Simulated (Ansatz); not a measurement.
Relaxed BN (h-BN type, space group P6_3/mmc):

```
CELL_PARAMETERS angstrom
      2.50644     0.00000     0.00000
     -1.25322     2.17064     0.00000
      0.00000     0.00000     6.61469
ATOMIC_POSITIONS crystal
  B  0.33333 0.66667 0.25000
  B  0.66667 0.33333 0.75000
  N  0.33333 0.66667 0.75000
  N  0.66667 0.33333 0.25000
```

Calculation: PBE-D3(BJ) (plane waves to 420 eV, PAW, scalar-relativistic; Ansatz, a quantum-chemistry and plane-wave program). k mesh 12×12×4 (Γ-centred), Fermi-Dirac smearing 0.05 eV. BN was relaxed with its symmetry unable to fall.

One atom of the cell was then moved (with its periodic images), all else fixed, and the forces (eV/Å) came out as:

```json
[
 {"atom": "B1", "Fx": "7.241", "Fy": "2.003", "Fz": "0.000"},
 {"atom": "B2", "Fx": "0.002", "Fy": "-0.002", "Fz": "0.000"},
 {"atom": "N3", "Fx": "0.012", "Fy": "0.010", "Fz": "0.000"},
 {"atom": "N4", "Fx": "-7.256", "Fy": "-2.012", "Fz": "0.000"}
]
```

### Question
Which atom was moved, and by which vector (Å)?

### Answer
N4, by (0.17, 0.00, 0.00), 0.17 Å in all.

(For displaced atoms, the force is minus the slope of the energy, and its curvature is a force constant, which sets phonon frequencies.)
